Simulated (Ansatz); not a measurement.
AgBr (rock salt), relaxed with HSE06 (Ansatz, a quantum-chemistry and plane-wave program, plane waves, PAW): a = 5.8301 Å, b = 5.8301 Å, c = 5.8301 Å, α = 90.00°, β = 90.00°, γ = 90.00°.

| Property | Result |
|---|---|
| gap (eV) | 2.04 |
| B₀ by P(V) fit (GPa) | 38.6 |

Q: The same phase is relaxed and computed with PBE in the same code. What are the cell and these values now?

A: a = b = c = 5.841 Å, α = β = γ = 90.00°.

- gap (eV): 0.69
- B₀ by P(V) fit (GPa): 38.7

All cells were relaxed under the symmetry of their starts (and spin orders); stability against distortions was not tested throughout. Rows with no word on spin ran without spin polarisation. Scalar-relativistic: spin–orbit coupling is off unless named, which matters more the heavier the elements.

Potentials: the later of the program's two PAW sets.

Ansatz is a plane-wave DFT program.
